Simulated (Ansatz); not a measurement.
Relaxed-ion elastic tensor of Mg (bcc (W type), Im-3m) in GPa (Voigt order), r²SCAN (plane waves, PAW; program Ansatz); density 1.79 g/cm³, 22.51 Å³ per atom.

|  | 1 | 2 | 3 | 4 | 5 | 6 |
|---|---|---|---|---|---|---|
| 1 | 40.2 | 38.3 | 38.3 | 0.0 | 0.0 | 0.0 |
| 2 | 38.3 | 40.2 | 38.3 | 0.0 | 0.0 | 0.0 |
| 3 | 38.3 | 38.3 | 40.2 | 0.0 | 0.0 | 0.0 |
| 4 | 0.0 | 0.0 | 0.0 | 35.9 | 0.0 | 0.0 |
| 5 | 0.0 | 0.0 | 0.0 | 0.0 | 35.9 | 0.0 |
| 6 | 0.0 | 0.0 | 0.0 | 0.0 | 0.0 | 35.9 |

### Question
Is the crystal mechanically stable?

### Answer
Yes: the smallest eigenvalue of C is 2.0 GPa.

### Question
Work out the Voigt and Reuss bounds. Is their mean of use?

### Answer
K_V = 38.9, K_R = 38.9; G_V = 22.0, G_R = 2.4 GPa. The bounds lie so far apart that a Hill average or a Debye temperature from it would say little.

The first step of the workflow began from a Materials Project structure, measured or hypothetical; the Crystallography Open Database copy checked does not list it. It is not the phase usual at ambient conditions (space group No. 194). The cell was relaxed with r²SCAN under the symmetry of its start; whether a distortion lowers the energy is not shown. As this level gives no gap, shear constants depend on the k-mesh and smearing (Fermi–Dirac, 0.1 eV here).

Potentials: the later of the program's two PAW sets.
